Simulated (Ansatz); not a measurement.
Te: computed property card

Te:
```xyz
2
Lattice="-3.1953 3.1953 1.5666 3.1953 -3.1953 1.5666 3.1953 3.1953 -1.5666" Properties=species:S:1:pos:R:3 pbc="T T T"
Te     0.0000     3.1953     0.7833
Te     0.0000     0.0000     0.0000
```

Space group I4_1/amd (No. 141), β-Sn type; conventional cell a = 6.391 Å, b = 6.391 Å, c = 3.133 Å, α = 90.00°, β = 90.00°, γ = 90.00°.

Method: plane-wave PAW r²SCAN (Ansatz code). The cell and atoms are relaxed at this level. Other levels are named where they apply.

### Cell and energy

```yaml
volume_per_atom: 31.99 Å³
density: 6.62 g/cm³
```

### Electronic structure

```yaml
electronic_character: metallic (no gap)
Density of states at the Fermi level: 0.68 states/eV per atom (mean over ±0.08 eV)
Gap with spin–orbit coupling: none (metallic)
Z2 indices of the occupied bands with spin–orbit coupling: 0;(000)
```

### Mechanics

```yaml
Bulk modulus (Birch–Murnaghan fit): 50.2 GPa
Pressure derivative B′: 5.1
```

### Phonons

```yaml
highest_zone_centre_frequency: 98 cm⁻¹
zone_centre_stability: no imaginary mode at Γ
```

A made-up cell: these elements were put on the sites of a structure type; neither database checked (COD, Materials Project) lists it. It is not the phase usual at ambient conditions (space group No. 152). Symmetry was held in the r²SCAN relaxation. As this level gives no gap, phonon frequencies hold no LO–TO term and depend on the k-mesh and smearing (Fermi–Dirac, 0.1 eV here). Spin–orbit coupling is left out wherever it is not named.

Potentials: the later of the program's two PAW sets.
